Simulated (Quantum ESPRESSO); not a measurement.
# Band energies of TlCl

```
CELL_PARAMETERS angstrom
      3.76856     0.00000     0.00000
      0.00000     3.76856     0.00000
      0.00000     0.00000     3.76856
ATOMIC_POSITIONS crystal
  Cl 0.50000 0.50000 0.50000
  Tl 0.00000 0.00000 0.00000
```

PBE (stringent potentials; pw.x of Quantum ESPRESSO, ONCV potentials, no spin-orbit coupling); path ΓXMΓRX,MR; energies in eV from the valence-band maximum.

```
k (1/Å)  point  band 10  band 11  band 12  band 13  band 14  band 15  band 16  band 17
-------  -----  -------  -------  -------  -------  -------  -------  -------  -------
0.00         Γ    -9.78    -4.69    -1.78    -1.78    -1.78     7.65     8.01     8.01
0.36              -9.78    -5.16    -1.60    -1.60    -1.32     4.98     7.43     7.43
0.71              -9.78    -5.74    -1.32    -1.32    -0.20     2.27     6.62     6.62
0.83         X    -9.78    -5.78    -1.30    -1.30     0.00     1.95     6.55     6.55
1.04              -9.79    -5.63    -1.74    -1.29    -0.29     2.45     6.13     6.75
1.46              -9.73    -4.43    -3.14    -2.24    -1.27     4.44     5.06     8.14
1.67         M    -9.70    -3.46    -3.37    -3.37    -1.26     4.93     4.93     8.36
1.77              -9.71    -3.95    -3.34    -2.80    -1.26     4.79     4.95     8.50
2.10              -9.82    -4.98    -2.93    -1.32    -0.95     3.89     5.32     7.52
2.42              -9.80    -5.11    -2.27    -1.55    -0.78     4.99     6.09     7.44
2.85         Γ    -9.78    -4.69    -1.78    -1.78    -1.78     7.65     8.01     8.01
3.16              -9.80    -4.97    -1.92    -1.92    -1.05     6.41     6.62     6.62
3.46              -9.81    -5.02    -2.18    -2.18    -0.52     5.31     5.31     5.34
3.77              -9.81    -4.26    -2.34    -2.34    -1.32     3.76     3.76     5.30
4.19              -9.70    -2.40    -2.29    -2.29    -2.14     2.40     2.40     2.57
4.29         R    -9.70    -2.29    -2.29    -2.29    -2.11     2.33     2.33     2.33
4.49              -9.71    -2.71    -2.40    -2.23    -2.11     2.52     2.65     3.09
4.78              -9.75    -4.16    -2.57    -1.97    -1.62     3.45     3.59     5.63
5.08              -9.81    -5.25    -2.15    -1.59    -0.79     3.24     4.97     7.18
5.47         X    -9.78    -5.78    -1.30    -1.30     0.00     1.95     6.55     6.55
5.47         M    -9.70    -3.46    -3.37    -3.37    -1.26     4.93     4.93     8.36
5.65              -9.70    -3.36    -3.26    -3.26    -1.40     4.58     4.58     7.29
5.93              -9.70    -2.84    -2.80    -2.80    -1.91     3.36     3.36     4.36
6.30         R    -9.70    -2.29    -2.29    -2.29    -2.11     2.33     2.33     2.33
```

The PBE gap is direct, 1.95 eV at X.

Spin-orbit coupling is left out; with 6p states at a band edge it can lower the gap by many tenths of an eV, most of a small gap.

Geometry relaxed with PBEsol.
